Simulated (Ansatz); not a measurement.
Ta2SnN:
```
Ta2SnN
1.0
    3.25955     0.00000     0.00000
   -1.62977     2.82285     0.00000
    0.00000     0.00000    13.44747
Sn Ta N
2 4 2
Direct
  0.33333   0.66667   0.75000
  0.66667   0.33333   0.25000
  0.33333   0.66667   0.08069
  0.66667   0.33333   0.58069
  0.66667   0.33333   0.91931
  0.33333   0.66667   0.41931
  0.00000   0.00000   0.00000
  0.00000   0.00000   0.50000
```

Relaxed with r²SCAN.

Map the electron localisation function on the plane through (0.333, 0.667, 0.750) spanned by u = [0, 0, 1] and v = [1, -1, 0] in lattice vectors, from r²SCAN in the plane-wave PAW code Ansatz.

x is the fraction of u, y of v (the angle between them is 90°; rows are the nearest grid lines); atoms in the plane: Sn at (0.00, 0.00), Sn at (0.50, 0.33), Ta at (0.33, 0.00), Ta at (0.83, 0.33), Ta at (0.17, 0.33), Ta at (0.67, 0.00), N at (0.25, 0.67), N at (0.75, 0.67).
```
y \ x   0.000  0.100  0.175  0.275  0.375  0.450  0.550  0.625  0.725  0.825  0.900   1.00
------  -----  -----  -----  -----  -----  -----  -----  -----  -----  -----  -----  -----
1.00    0.000  0.567  0.439  0.674  0.758  0.309  0.309  0.758  0.674  0.439  0.567  0.000
0.929   0.011  0.573  0.356  0.473  0.737  0.353  0.353  0.737  0.473  0.356  0.573  0.011
0.857   0.240  0.532  0.248  0.160  0.341  0.383  0.383  0.341  0.160  0.248  0.532  0.240
0.786   0.254  0.398  0.322  0.750  0.178  0.311  0.311  0.178  0.750  0.322  0.398  0.254
0.679   0.111  0.242  0.564  0.497  0.228  0.163  0.163  0.228  0.497  0.564  0.242  0.111
0.607   0.150  0.265  0.463  0.720  0.245  0.224  0.224  0.245  0.720  0.463  0.265  0.150
0.536   0.266  0.256  0.134  0.730  0.327  0.359  0.359  0.327  0.730  0.134  0.256  0.266
0.464   0.350  0.194  0.659  0.354  0.444  0.310  0.310  0.444  0.354  0.659  0.194  0.350
0.393   0.365  0.309  0.499  0.274  0.542  0.203  0.203  0.542  0.274  0.499  0.309  0.365
0.321   0.357  0.390  0.034  0.273  0.575  0.144  0.144  0.575  0.273  0.034  0.390  0.357
0.214   0.315  0.167  0.755  0.288  0.222  0.309  0.309  0.222  0.288  0.755  0.167  0.315
0.143   0.230  0.354  0.187  0.235  0.220  0.414  0.414  0.220  0.235  0.187  0.354  0.230
0.0714  0.011  0.558  0.292  0.532  0.705  0.379  0.379  0.705  0.532  0.292  0.558  0.011
0.000   0.000  0.567  0.439  0.674  0.758  0.309  0.309  0.758  0.674  0.439  0.567  0.000
```

The density is the valence pseudo-density with augmentation charge, so density and ELF within about 1 Å of a nucleus are not all-electron values.

Space group P6_3/mmc. The start of the workflow was typed in or built on a structure type; neither database checked (COD, Materials Project) lists it. Its standing as an ambient phase is unchecked. The r²SCAN relaxation kept the symmetry of its start; its stability against distortions is not shown here. The run is not spin-polarised. Spin–orbit coupling is left out wherever it is not named.

Potentials: the earlier of the program's two PAW sets.
